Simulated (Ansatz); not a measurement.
GaSn: zone-centre modes

Method: DFT PBE, scalar-relativistic, plane waves, PAW in Ansatz 0.2.0. Cutoff 420 eV, 16×16×16 k-points (Γ-centred), Fermi-Dirac smearing of 0.15 eV. No spin polarisation. Phonons by linear response, acoustic sum rule imposed.

Equilibrium structure at this level:
```yaml
crystal:
  lattice:
    - [0.00000, 2.90388, 2.90388]
    - [2.90388, 0.00000, 2.90388]
    - [2.90388, 2.90388, 0.00000]
  atoms:
    - { symbol: Ga, position: [0.50000, 0.50000, 0.50000] }
    - { symbol: Sn, position: [0.00000, 0.00000, 0.00000] }
```

The structure comes from a generated guess, relaxed at this level; another structure or a mixture of phases may lie lower. In a metal, frequencies depend on the k mesh and the smearing, soft modes most. Spin–orbit coupling is left out, which matters for heavy elements.

Optical modes at Γ:
```tsv
frequency (THz)	degeneracy
3.94	3
```

All 3 optical modes at Γ are real: no displacement of atoms at fixed cell lowers the energy to second order. Strains and modes at other wave vectors aren't tested by this run.
